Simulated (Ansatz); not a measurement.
**Rocksalt alloy of LiCl and LiBr (6 of 32 Cl sites exchanged), 64 atoms**

The calculation used Ansatz 0.2.0, DFT, PBEsol, PAW, plane waves.

Command:

```sh
ansatz run in.yaml --threads 7 --pin off --max-ram 13300MiB --runs-dir r --events-out ev --progress --plain
```

The input less its lattice and atoms:

```yaml
crystal:
  symmetry: { detect: false }
kpoints:
  mp_grid: { grid: [1, 1, 1], shift: [0.25, 0.25, 0.25] }
hamiltonian:
  xc: pbesol
scf:
  occupations: { method: fermi_dirac, width: 0.01 }
relax:
  f_tol: 0.03
  max_steps: 80
  escape_saddle: false
  adjacent_minimum: "off"
  cell: { fix: [shape] }
output:
  forces: true
  eigenvalues: true
  populations: true
```

Start:

```xyz
64
Lattice="10.2638 0.0000 0.0000 0.0000 10.2638 0.0000 0.0000 0.0000 10.2638" Properties=species:S:1:pos:R:3 pbc="T T T"
Br    2.5693    0.0003    0.0117
Br    2.5599    0.0183    5.1290
Br    0.0503    2.5657   10.2602
Br    0.0152    0.0282    7.6942
Br    5.1488    5.1548    2.5808
Br    2.5399    7.6845    2.5647
Cl    2.5845    5.1376    0.0387
Cl    2.5295    5.1347    5.1747
Cl    7.7214    0.0211   10.2476
Cl    7.7177   10.2421    5.0864
Cl    7.6826    5.1370   10.2385
Cl    7.7231    5.1478    5.1406
Cl    0.0014    2.5123    5.1560
Cl   10.2489    7.7062    0.0343
Cl    0.0310    7.6863    5.1375
Cl    5.1016    2.5565    0.0058
Cl    5.1242    2.5321    5.0800
Cl    5.1008    7.7009   10.2361
Cl    5.1693    7.6908    5.1267
Cl    0.0262   10.2526    2.5519
Cl   10.2605    5.1188    2.6180
Cl    0.0035    5.1293    7.7397
Cl    5.1419   10.2566    2.5782
Cl    5.1167   10.2572    7.7040
Cl    5.1319    5.1393    7.6996
Cl    2.5443    2.5623    2.5790
Cl    2.5519    2.5930    7.6837
Cl    2.5576    7.7122    7.6839
Cl    7.7009    2.5803    2.5823
Cl    7.6939    2.5734    7.7059
Cl    7.6714    7.6823    2.5678
Cl    7.7062    7.6841    7.6863
Li   10.2301   10.2603   10.2578
Li    0.0302   10.2619    5.1811
Li    0.0031    5.1540   10.2552
Li   10.2470    5.1161    5.1532
Li    5.1330    0.0034    0.0291
Li    5.0967   10.2474    5.1234
Li    5.1086    5.1424   10.2490
Li    5.1381    5.1243    5.1321
Li    2.5594    2.5556   10.2451
Li    2.5694    2.5639    5.1399
Li    2.5801    7.7062    0.0314
Li    2.5401    7.6857    5.1155
Li    7.6870    2.5707    0.0058
Li    7.7310    2.5566    5.1348
Li    7.7245    7.7096   10.2614
Li    7.7246    7.7042    5.1200
Li    2.5515   10.2277    2.5685
Li    2.5353    0.0251    7.6967
Li    2.5681    5.1629    2.5830
Li    2.5279    5.1574    7.7118
Li    7.7002    0.0087    2.6106
Li    7.6941    0.0029    7.6804
Li    7.7089    5.1212    2.5625
Li    7.6785    5.1737    7.7090
Li    0.0157    2.5640    2.5921
Li   10.2508    2.5406    7.6675
Li   10.2400    7.6928    2.5758
Li   10.2614    7.7075    7.7050
Li    5.1434    2.5363    2.5603
Li    5.1371    2.5860    7.7035
Li    5.1075    7.6871    2.5510
Li    5.1511    7.6960    7.6978
```

Steps:

```tsv
step	energy less the first (eV)	largest force component (eV/Å)	pressure (GPa)
start	0.000	0.328	0.19
1	-0.336	0.120	-0.03
2	-0.416	0.008	0.05
3	-0.416	0.008	0.05
```

A structure on the way, about -0.34 eV from the start:

```
Br Cl Li
1.0
    10.27466    0.00000    0.00000
     0.00000   10.27466    0.00000
     0.00000    0.00000   10.27466
Br Cl Li
6 26 32
Direct
  0.25171 0.99939 0.99954
  0.25149 0.99983 0.49959
  0.99832 0.25335 0.00160
  0.99786 0.99800 0.75051
  0.50083 0.49813 0.25124
  0.25175 0.74882 0.25143
  0.25053 0.50086 0.99595
  0.24911 0.49828 0.49903
  0.74779 0.99868 0.00339
  0.75007 0.99926 0.50113
  0.74914 0.49919 0.99995
  0.75314 0.50007 0.50342
  0.99834 0.25263 0.50003
  0.99914 0.74850 0.99971
  0.99605 0.75183 0.49944
  0.49948 0.24942 0.00250
  0.50162 0.25127 0.50206
  0.50286 0.75005 0.99946
  0.49849 0.75193 0.50380
  0.99648 0.00085 0.25248
  0.99850 0.50070 0.24862
  0.00047 0.50036 0.74748
  0.50151 0.99871 0.24874
  0.50188 0.00014 0.74869
  0.50033 0.49946 0.74977
  0.25008 0.25186 0.25272
  0.25286 0.25060 0.74911
  0.24885 0.74558 0.75115
  0.75136 0.24972 0.24970
  0.74823 0.25040 0.74790
  0.75370 0.75034 0.24999
  0.74982 0.74968 0.75115
  0.99104 0.99552 0.00783
  0.99637 0.00374 0.49805
  0.99971 0.50617 0.99414
  0.99989 0.50280 0.49667
  0.50464 0.00006 0.00018
  0.50416 0.00132 0.49872
  0.49804 0.50062 0.99394
  0.50161 0.50187 0.50564
  0.25284 0.25474 0.99985
  0.25144 0.25461 0.50071
  0.25435 0.74508 0.99654
  0.24371 0.74240 0.50672
  0.74338 0.24881 0.99880
  0.75188 0.24992 0.49880
  0.75361 0.74894 0.00131
  0.74718 0.75047 0.49986
  0.24606 0.00486 0.24952
  0.25410 0.99841 0.74988
  0.24448 0.49554 0.24632
  0.24731 0.49911 0.74598
  0.74884 0.00028 0.25758
  0.74279 0.00059 0.75260
  0.75553 0.49934 0.25148
  0.74883 0.50307 0.75254
  0.00281 0.25152 0.25602
  0.99956 0.25322 0.74339
  0.99562 0.75139 0.24921
  0.99961 0.74287 0.74864
  0.50130 0.24217 0.25352
  0.50136 0.25088 0.75309
  0.50837 0.75262 0.25148
  0.50024 0.75009 0.75205
```

End:

```
Br Cl Li
1.0
    10.26670    0.00000    0.00000
     0.00000   10.26670    0.00000
     0.00000    0.00000   10.26670
Br Cl Li
6 26 32
Direct
  0.25193 0.00000 0.00019
  0.25093 0.00087 0.50042
  0.99878 0.25203 0.00118
  0.99767 0.99898 0.74951
  0.50110 0.49895 0.25038
  0.24897 0.74887 0.25044
  0.25016 0.50000 0.99727
  0.24871 0.49893 0.50268
  0.74749 0.99872 0.00170
  0.74860 0.00000 0.49957
  0.74965 0.50110 0.99880
  0.75092 0.50003 0.50185
  0.99816 0.25290 0.49955
  0.99682 0.74756 0.00032
  0.99668 0.74742 0.50038
  0.50148 0.25030 0.99903
  0.50172 0.25032 0.50175
  0.50289 0.74964 0.99755
  0.50274 0.74984 0.50317
  0.99536 0.99996 0.25189
  0.99817 0.50009 0.25155
  0.99937 0.50102 0.74874
  0.50397 0.00092 0.25054
  0.50253 0.00001 0.75020
  0.50056 0.50003 0.75001
  0.24986 0.25135 0.25196
  0.25291 0.25390 0.74887
  0.25122 0.74577 0.75015
  0.74990 0.24906 0.25187
  0.74738 0.25150 0.74902
  0.75075 0.75085 0.25060
  0.74870 0.74848 0.75028
  0.99030 0.99202 0.00801
  0.99090 0.99843 0.49376
  0.99757 0.50706 0.99923
  0.99785 0.50162 0.49985
  0.50806 0.99829 0.00049
  0.50814 0.99969 0.50037
  0.50212 0.50173 0.99310
  0.50233 0.50062 0.50719
  0.25771 0.25870 0.99794
  0.25228 0.25835 0.50197
  0.25274 0.74136 0.99285
  0.24960 0.74105 0.50770
  0.74284 0.25197 0.99983
  0.74859 0.25214 0.50077
  0.74867 0.74796 0.99883
  0.74925 0.74801 0.50216
  0.24892 0.00827 0.25024
  0.25783 0.00227 0.75028
  0.24232 0.49279 0.24966
  0.24990 0.49861 0.74966
  0.74953 0.00155 0.25127
  0.74301 0.00051 0.75075
  0.75658 0.49824 0.25049
  0.74965 0.49996 0.75036
  0.99802 0.25029 0.25767
  0.99915 0.25716 0.74279
  0.99256 0.74971 0.25209
  0.99773 0.74295 0.74853
  0.50210 0.24303 0.25270
  0.50088 0.25043 0.74898
  0.50753 0.75689 0.25127
  0.50173 0.74986 0.75004
```

The calculation finished and met its thresholds.

Time: 30 s of wall time on 7 threads of a Neoverse-V2 processor, on a host shared with other runs; peak host memory 1.8 GiB.

**Question.** How much energy did the relaxation gain, and which atom moved most?

**Answer.** 0.42 eV in 3 steps, from a start with small random displacements; atom 34 (Li) moved 0.17 Å, the median atom 0.06 Å (drift of the whole cell removed).
